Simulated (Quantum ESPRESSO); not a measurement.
# Mo6PdLi: a guest atom moved from site to site

Computed values, not a measurement. The program is pw.x of Quantum ESPRESSO 7.5 (plane-wave density functional theory). The cell is made up: eight metal atoms on a hexagonal close-packed lattice, with elements, volume, strain and displacements drawn at random and not relaxed, so it may be unstable or far from any real phase. PseudoDojo standard norm-conserving files set the functional (PBE unless stated); there is no spin polarisation or spin-orbit coupling, the Fermi-Dirac width of 0.25 eV means electrons at about 2900 K, and the masses in the input are unused placeholders. A spin test at this wide smearing found no moment, but such smearing suppresses magnetism that the real alloy may have.

The runs move one Pd atom among sites that otherwise hold Mo. Cell, positions, cutoff, mesh and smearing stay as in the input of run 1; sites are counted in its order. Stress in the tables is positive in tension.

Input of run 1:

```
&control calculation='scf', pseudo_dir='./dojo.nc.sr.pbe.v0_5.standard.upf', outdir='./o', disk_io='minimal', tprnfor=.true., tstress=.true. /
&system ibrav=0, nat=8, ntyp=3, nbnd=70, ecutwfc=82.02448710, nosym=.true., tot_charge=0,
 occupations='smearing', smearing='fd', degauss=0.0183746611
/
&electrons conv_thr=1.470e-08, electron_maxstep=70, mixing_beta=0.5 /
ATOMIC_SPECIES
Li 1.0 Li.upf
Mo 1.0 Mo.upf
Pd 1.0 Pd.upf
CELL_PARAMETERS angstrom
2.8287 0.0 4.5325
2.8287 0.0 -4.5325
-2.8287 4.8993 0.0
ATOMIC_POSITIONS angstrom
Mo -0.0072 0.0062 -0.0212
Pd -1.4328 2.4505 -0.0124
Mo 2.8439 1.6568 -2.2128
Mo 1.3739 4.026 -2.3378
Li 2.8021 -0.0345 0.0067
Mo 1.4267 2.4574 -0.0038
Mo 2.8043 1.6534 2.2456
Mo 1.4189 4.0848 2.2582
K_POINTS automatic
6 6 5 1 1 1
```

```
run  elements on sites 1 to 8  free energy less that of run 1 (eV)  -TS (eV)  pressure (GPa)  stress xx (GPa)  stress yy (GPa)  stress zz (GPa)  stress yz (GPa)  stress xz (GPa)  stress xy (GPa)  iterations
  1   Mo Pd Mo Mo Li Mo Mo Mo                                0.000    -1.708           -2.31             2.63             5.58            -1.27            -0.52            -0.02             2.86          17
  2   Mo Mo Pd Mo Li Mo Mo Mo                               -0.033    -1.781           -2.56             3.17             4.00             0.51            -0.84            -0.04             0.06          20
  3   Mo Mo Mo Pd Li Mo Mo Mo                                0.126    -1.867           -1.65             2.20             3.12            -0.37            -0.16            -1.77            -0.05          17
  4   Mo Mo Mo Mo Li Pd Mo Mo                                0.018    -1.723           -2.12             2.22             5.28            -1.16            -0.01            -0.14            -2.81          17
  5   Mo Mo Mo Mo Li Mo Mo Pd                                0.083    -1.853           -1.70             2.18             3.14            -0.22            -0.01             1.94             0.08          18
```

Forces Fx Fy Fz (eV/Å):

| site | run 1 | run 2 | run 3 | run 4 | run 5 |
| --- | --- | --- | --- | --- | --- |
| 1 | 0.00 -0.32 -0.08 | -0.02 -0.61 0.57 | -0.20 -0.49 -0.15 | -0.15 -0.36 -0.04 | -0.02 -0.34 -0.08 |
| 2 | 0.14 -0.03 0.10 | -0.35 0.28 0.39 | -0.47 0.01 0.28 | -0.18 0.14 0.12 | -0.44 0.17 -0.14 |
| 3 | -0.39 -0.42 -0.36 | -0.25 -0.59 -0.34 | -0.34 -0.37 -0.17 | 0.14 -0.40 -0.24 | 0.08 -0.36 -0.15 |
| 4 | 0.09 0.66 0.29 | -0.18 0.28 0.08 | 0.38 0.80 0.45 | 0.19 0.57 0.53 | 0.10 0.42 0.27 |
| 5 | 0.23 -0.01 -0.12 | 0.16 0.21 -0.32 | 0.10 0.00 -0.02 | 0.07 0.02 -0.12 | 0.16 0.00 -0.11 |
| 6 | 0.14 0.22 0.05 | 0.37 0.39 0.28 | 0.37 0.20 -0.22 | -0.18 0.08 0.01 | 0.42 0.18 0.29 |
| 7 | -0.02 -0.60 -0.06 | 0.16 -0.05 -0.41 | 0.31 -0.49 -0.13 | 0.28 -0.53 -0.04 | -0.10 -0.48 -0.06 |
| 8 | -0.18 0.50 0.18 | 0.11 0.08 -0.25 | -0.15 0.35 -0.05 | -0.17 0.48 -0.22 | -0.19 0.41 -0.01 |

The sites are displaced and not relaxed, so the energy differences mix bonding between neighbours with strain and are not ordering energies. A rerun of one cell of this series at a higher cutoff and on a denser mesh moved values by no more than 0.005 eV in energy, 0.02 GPa in stress and 0.006 eV/Å in force, and a second program with other atomic files agreed on that cell to 2 % rms in force and 0.5 GPa in pressure.